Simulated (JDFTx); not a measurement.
```yaml
surface: Al(110)
bulk: Al, Fm-3m, lattice of mp-134 (not re-optimised)
slab: 8 atoms in 8 planes, 1x1, 9.9 Å between the outermost planes
in-plane cell: 2.856 × 4.039 Å, 11.54 Å²
cell_height: 26.0 Å
sampling: 8×6×1 k mesh, Fermi smearing 0.01 Ha, no spin polarisation
```

All numbers are PBE, GBRV ultrasoft potentials, plane waves to 20/100 Ha results from JDFTx (a modified build), not measurements. Liquid on both sides: linear PCM (GLSSA13), water, 0.5 M KCl; nuclei fixed. 

Charging data:

```tsv
U − U_pzc (V)	σ (μC/cm²)
-0.90	-13.29
-0.70	-10.66
-0.15	-2.57
0.00	0.00
0.69	15.00
0.70	15.06
```

Worked example: a check of Lippmann's equation. The grand free energy per area against the neutral slab, Δγ = [F(N) − F(N₀) − μ(N − N₀)]/2A, is taken from the total energies of the same runs.

```csv
U − U_pzc (V),Δγ (mJ/m²)
-0.90,-62.8
-0.70,-38.9
-0.15,-2.0
0.00,0.0
0.69,-47.4
0.70,-47.6
```

Δγ is largest at zero charge and falls away from it, as dγ/dU = −σ demands. At -0.90 V the computed -62.8 mJ/m² stands beside -60.1 mJ/m² from the constant-capacitance formula.
